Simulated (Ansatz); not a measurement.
A geometry of HfSiO4 away from equilibrium: step 27 of the relaxation of a randomly generated symmetric cell of HfSiO4 (space group No. 65). The numbers are results of PBEsol (plane waves to 420 eV, PAW, scalar-relativistic; Ansatz, an electronic-structure program), not measurements. Γ-centred k-mesh 9×9×3 on the run's cell (coarser than for final values), Fermi–Dirac smearing 0.05 eV.

```xyz
6
Lattice="2.4832 -2.8537 0.0000 2.4832 2.8537 0.0000 0.0000 0.0000 5.5782" Properties=species:S:1:pos:R:3:forces:R:3 pbc="T T T" free_energy=-18464.190 pressure_GPa=4.4
Hf     2.4832     0.0000     2.7891    0.0000    0.0000    0.0000
O      1.2748     0.0000     4.3702    0.1657    0.0000   -0.0150
O      3.6916     0.0000     4.3702   -0.1657    0.0000   -0.0150
O      3.6916     0.0000     1.2081   -0.1657    0.0000    0.0150
O      1.2748     0.0000     1.2081    0.1657    0.0000    0.0150
Si     2.4832     0.0000     0.0000    0.0000    0.0000    0.0000
```

Positions in Å, forces in eV/Å, free energy of the cell in eV (comparable only within this code, potentials and settings). Largest force: 0.17 eV/Å, on O2, O3, O4, O5 (atoms numbered as listed); the geometry lies 0.06 eV/atom above the end of its relaxation.

No spin polarisation in the result. No Hubbard U is applied.

The run could not lose the symmetry of its start, so the end can be a saddle point.

The end of the path is a generated cell of HfSiO4: the first start was made by a random draw of sites in a space group, and the end was not matched to a known phase here, so it may be hypothetical.
